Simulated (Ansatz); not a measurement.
Polymorphs of CuAu, each relaxed with r²SCAN (plane waves, PAW; program Ansatz):

A: R-3m
a = b = 2.8593 Å, c = 12.5875 Å, α = β = 90.00°, γ = 120.00°

| atom | site | symmetry | x | y | z |
|---|---|---|---|---|---|
| Cu | 3b | -3m | 0.0000 | 0.0000 | 0.5000 |
| Au | 3a | -3m | 0.0000 | 0.0000 | 0.0000 |

B: L1₀ or tetragonal B2 (P4/mmm)
a = b = 2.880 Å, c = 3.503 Å, α = β = γ = 90.00°

| atom | site | symmetry | x | y | z |
|---|---|---|---|---|---|
| Cu | 1d | 4/mmm | 0.5000 | 0.5000 | 0.5000 |
| Au | 1a | 4/mmm | 0.0000 | 0.0000 | 0.0000 |

Task: Put the candidates in order of energy per atom at 0 K, lowest first, for r²SCAN.

Result: B (+0 meV/atom), A (+85 meV/atom)

Not the usual ambient phase: A. Relaxed far from the usual cell of the phase: B. All cells were relaxed under the symmetry of their starts (and spin orders); stability against distortions was not tested throughout. Rows with no word on spin ran without spin polarisation. Spin–orbit coupling is left out wherever it is not named.

Energies hold the estimated change up to a 700 eV cutoff; steps of a few meV lie near the error of the meshes.

Potentials: the later of the program's two PAW sets.
